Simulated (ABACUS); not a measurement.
Set-up for a self-consistent single point of TaN (P-6m2, 4 atoms in the cell; from Materials Project mp-1459, changed as shown).

```xyz
4
Lattice="2.9840 0.0000 0.0000 0.0000 5.1685 0.0000 0.0000 0.0000 2.9335" Properties=species:S:1:pos:R:3 pbc="T T T"
Ta     0.0000     0.0000     1.4668
Ta     1.4920     2.5843     1.4668
N      1.4920     0.8614     0.0000
N      0.0000     3.4457     0.0000
```

All values come from this method and carry its errors: PBEsol, PseudoDojo 0.4 standard norm-conserving PBEsol (tails mended) pseudopotentials (plane waves; ABACUS).

ABACUS settings:

* **KPT**: Gamma 12 8 12 0 0 0
* **basis_type**: pw
* **dft_functional**: PBESOL
* **ecutwfc**: 84 Ry
* **smearing_method**: fd
* **smearing_sigma**: 0.00999582 Ry
* **potentials**: PseudoDojo 0.4 standard norm-conserving PBEsol (tails mended)
* **symmetry**: 1
* **symmetry_prec**: 1e-05
* **ks_solver**: dav_subspace
* **scf_nmax**: 100
* **scf_thr**: 1.0e-09 Ry
* **mixing_type**: broyden

Results:

* **Number of valence electrons**: 36
* **Number of bands**: 28
* **Number of k-points after the program's reduction**: 245
* **Number of plane waves (most at a k-point)**: 4008
* **Number of SCF iterations**: 7
* **FFT grid**: 36 × 60 × 36
* **Free energy E − TS**: -4109.6409 eV
* **Fermi level (on the code's own zero)**: 18.89 eV
* **Pressure**: -19.92 GPa

Stress (GPa, positive for compression):
```
-18.90    0.00    0.00
  0.00  -18.88    0.00
  0.00    0.00  -21.97
```

For comparison: a first run was changed to give this one (lattice scaled by 1.02), and from it to this one the free energy goes up by 45.4 meV/atom and the pressure goes from -1.39 to -19.92 GPa.

The structure comes from a collection of computed structures, made at another level of theory; the collection holds predicted forms beside known ones. Its lattice was then scaled.

Cost on one core: very roughly 3 core-minutes.

“Tails mended”: in these copies of the files the far tail of each local potential was reset to the Coulomb form.
